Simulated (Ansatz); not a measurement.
Here is an unrelaxed guess for Al5Ni.

```cif
data_structure
_symmetry_space_group_name_H-M 'Cmmm'
_symmetry_Int_Tables_number 65
_cell_length_a 4.3640
_cell_length_b 9.2574
_cell_length_c 4.3640
_cell_angle_alpha 90.000
_cell_angle_beta 90.000
_cell_angle_gamma 90.000
_cell_volume 176.30
loop_
_atom_site_label
_atom_site_type_symbol
_atom_site_symmetry_multiplicity
_atom_site_Wyckoff_symbol
_atom_site_fract_x
_atom_site_fract_y
_atom_site_fract_z
_atom_site_occupancy
Al1 Al 4 i 0.50000 0.66667 0.00000 1
Al2 Al 4 j 0.00000 0.66667 0.50000 1
Al3 Al 2 b 0.50000 0.00000 0.00000 1
Ni1 Ni 2 d 0.00000 0.00000 0.50000 1
```

The calculation used Ansatz, DFT PBE, scalar-relativistic, plane waves, PAW. Plane waves to 420 eV, a k mesh through Γ of 4×4×4 on the computed 6-atom cell and Gaussian smearing (0.10 eV); collinear spin from starting moments 0.0 0.0 0.0 0.0 0.0 2.0 μB.

Formation energies are uncorrected and refer to the elements' standard structures at the same level.

Question: What does a single point on this coarse mesh give?

Answer: The pressure is 3.2 GPa (the mean over three directions, positive in compression), the largest force is 0.75 eV/Å, and the energy is −0.01 eV/atom against the elements. The shortest distance is 2.67 Å.

Question: How much does it gain on relaxing, and where does it end?

Answer: Relaxing gains about 0.13 eV/atom (the start's value is from the coarse mesh, so the gain is rough) in 18 ionic steps and ends at −0.14 eV/atom on the finer mesh. The symmetry stays Cmmm (No. 65). The volume per atom grows by 2.0 %, from 14.7 to 15.0 Å³. The shortest distance goes from 2.67 Å (Al–Ni and Al–Al) to 2.70 Å (Al–Ni). Conventional cell: a = 3.899 Å, b = 11.809 Å, c = 3.905 Å. Al on a site of symmetry m2m has 10 Al at 2.72–2.90 Å and 2 Ni at 2.72 Å; around Al on a second site of symmetry m2m lie 2 Ni at 2.70 Å and 10 Al at 2.70–2.92 Å; Ni is surrounded by 12 Al at 2.70–2.76 Å; 1 more site not described.

The last run used a 10×10×10 mesh for its 6-atom cell and Gaussian smearing of 0.10 eV. Trial moments died out on the coarse mesh, so the last step has no spin; another magnetic start might hold. The relaxation can't lower the symmetry of the start. A later test with randomly moved atoms ended 2 meV/atom lower on a coarse mesh, in P-1 at a loose tolerance, which is no clear verdict on its stability. Another cell of Al5Ni relaxed alike, in Cmmm, lies 17 meV/atom lower, so this cell isn't the stable form at this level.
